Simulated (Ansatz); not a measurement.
Consider the following.

Relaxed Lu (hcp, Mg type):

```
CELL_PARAMETERS angstrom
      7.01416     0.00000     0.00000
     -1.75354     3.03722     0.00000
      0.00000     0.00000     5.46208
ATOMIC_POSITIONS crystal
  Lu 0.16667 0.66667 0.75000
  Lu 0.66667 0.66667 0.75000
  Lu 0.33333 0.33333 0.25000
  Lu 0.83333 0.33333 0.25000
```

The atoms are displaced by Q × the pattern below (from a DFPT mode at M = (0.5, 0.0, 0.0), largest move 1; Q in Å), at fixed cell. (q is in reciprocal vectors of the primitive cell; the cell shown is doubled to hold the pattern.)

```
atom      x      y       z
----  -----  -----  ------
Lu1   0.000  0.000   1.000
Lu2   0.000  0.000  -1.000
Lu3   0.000  0.000  -1.000
Lu4   0.000  0.000   1.000
```

Method: PBE (plane waves to 420 eV, PAW, scalar-relativistic; Ansatz, a program for electronic structure). k mesh 15×15×9 (Γ-centred), Fermi-Dirac smearing 0.05 eV. The energy includes the smearing's −TS. With partly filled bands, energies and forces of such displacements shift with the k mesh and the smearing. Lu is run without spin polarisation. Lu was relaxed with its symmetry unable to fall. The zero of ΔE is the undisplaced structure.

The scan covers Q from -0.280 to 0.280 Å in 13 points.

Problem. Which space group does the distorted structure have?

Solution. Pnma (No. 62), lowered from P6_3/mmc.

Problem. Is this a single well or a double well?

Solution. A single well with its minimum at or next to zero displacement.

Problem. What is the energy change at Q = 0.280 Å?

Solution. 1179 meV/cell.

Problem. What harmonic wavenumber does the curvature at Q = 0 give?

Solution. 110 cm⁻¹.

(For displaced atoms, the force is minus the slope of the energy, and its curvature is a force constant, which sets phonon frequencies.)
